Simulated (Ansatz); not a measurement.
**Li₄CrO₅: ¹⁷O NMR of the central transition**

Cell: a computed structure from the Materials Project (it need not be an observed phase), taken as it stands.

```cif
data_Li4CrO5
_symmetry_space_group_name_H-M 'P-1'
_symmetry_Int_Tables_number 2
_cell_length_a 4.9946
_cell_length_b 5.1159
_cell_length_c 7.5657
_cell_angle_alpha 106.332
_cell_angle_beta 102.922
_cell_angle_gamma 102.242
loop_
_atom_site_label
_atom_site_type_symbol
_atom_site_symmetry_multiplicity
_atom_site_Wyckoff_symbol
_atom_site_fract_x
_atom_site_fract_y
_atom_site_fract_z
Li1 Li 2 i 0.5871 0.1888 0.7064
Li2 Li 1 b 0.0000 0.0000 0.5000
Li3 Li 1 d 0.5000 0.0000 0.0000
Li4 Li 2 i 0.2081 0.3916 0.9035
Li5 Li 2 i 0.6825 0.3826 0.3898
Cr Cr 2 i 0.0922 0.2501 0.2183
O11 O 2 i 0.8754 0.1973 0.9777
O12 O 2 i 0.7847 0.0140 0.2455
O13 O 2 i 0.3183 0.1811 0.4132
O14 O 2 i 0.9458 0.4312 0.6599
O15 O 2 i 0.5869 0.6112 0.8419
```

One atom of each set is listed.

Computed with Ansatz: DFT, PBE, plane waves and PAW, scalar-relativistic, 420 eV cutoff, Γ-centred 5×5×4 k-points, Fermi–Dirac smearing 0.02 eV.

¹⁷O has I = 5/2 and Q = -25.58 mb (Pyykkö 2018); at 9.4 T its Larmor frequency is ν₀ = 54.3 MHz. Only the quadrupole interaction is simulated: positions count from each site's isotropic chemical shift, and J coupling is left out, as are shift anisotropy and dipolar coupling, which fast spinning averages.

Problem. Simulate the second-order pattern (fast magic-angle spinning, Gaussian broadening 0.1 kHz) of site O11 (1 Cr at 1.81 Å, 4 Li at 2.00–2.21 Å).

Solution. The calculation gives C_Q = -3.07 MHz and η = 0.72, so ν_Q = 0.461 MHz and the centre of gravity lies at -22.5 ppm (-1.22 kHz).

```tsv
offset (kHz)	height
-2.964	0
-2.829	4
-2.695	8
-2.561	10
-2.426	20
-2.292	23
-2.158	25
-2.023	27
-1.889	30
-1.755	34
-1.620	48
-1.486	100
-1.352	82
-1.217	81
-1.083	89
-0.949	65
-0.814	54
-0.680	47
-0.546	42
-0.411	38
-0.277	36
-0.143	33
-0.008	12
0.126	0
```

The largest force is 0.5 eV/Å, so the atoms aren't at the calculated equilibrium and relaxing them would move these values. The run isn't spin-polarised; if Cr carries unpaired electrons in the real compound, its values differ.

Hardware: 1 thread of Arm Neoverse V1 (aarch64; 8 cores open to the job, memory cap 2.5 GiB, no GPU), a shared host with a load of 0.3 a core. Wall time 56 s, CPU time 56 s, peak memory 0.75 GiB.
